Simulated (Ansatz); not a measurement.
CsLiMnS2 in space group I-4m2 (No. 119; Cs on 2a, Li on 2d, Mn on 2c, S on 4e), r²SCAN (plane waves, PAW; program Ansatz), all energies at zero smearing, with the estimated change up to a 700 eV cutoff added, with one set of potentials and settings (totals compare only within such a set). Cell of 5 atoms (1 Cs, 1 Li, 1 Mn, 2 S): -11613.668 eV.

```json
[
 {"element": "Cs", "reference phase": "Im-3m, 1 atoms in the cell", "E (eV/atom)": "-5685.9274"},
 {"element": "Li", "reference phase": "Fm-3m, 1 atoms in the cell", "E (eV/atom)": "-205.1371"},
 {"element": "Mn", "reference phase": "Cmcm, 4 atoms in the cell, spin-polarised", "E (eV/atom)": "-3904.0010"},
 {"element": "S", "reference phase": "P2/c, 32 atoms in the cell", "E (eV/atom)": "-905.8156"}
]
```

Formation energy per atom, worked out: (-11613.668 − 1×(-5685.9274) − 1×(-205.1371) − 1×(-3904.0010) − 2×(-905.8156))/5 = -1.394 eV/atom (-135 kJ per mol of atoms), at 0 K, without zero-point energy or fitted corrections.

The workflow started from a Materials Project entry (that database holds measured and hypothetical structures alike); the Crystallography Open Database copy checked does not list it. With Li and Mn taken as one species the cell has the higher symmetry I4/mmm, so it may be an ordered model of a mixed-site phase. Whether it is the stable phase at ambient conditions was not checked. Symmetry was held in the r²SCAN relaxation; whether a distortion lowers the energy is not shown. Magnetic state: ferromagnetic, the only order run, not a proven ground state. The cell computed holds one magnetic atom, so no antiferromagnetic order was within reach. Other orbital occupations within this spin state were not tried. No Hubbard U is applied. The references are the lowest solids computed at this level, not always the standard phases. The manganese reference at this level is a Cmcm phase, not α-Mn. Scalar-relativistic: spin–orbit coupling is off unless named, which matters more the heavier the elements.

Potentials: the later of the program's two PAW sets.
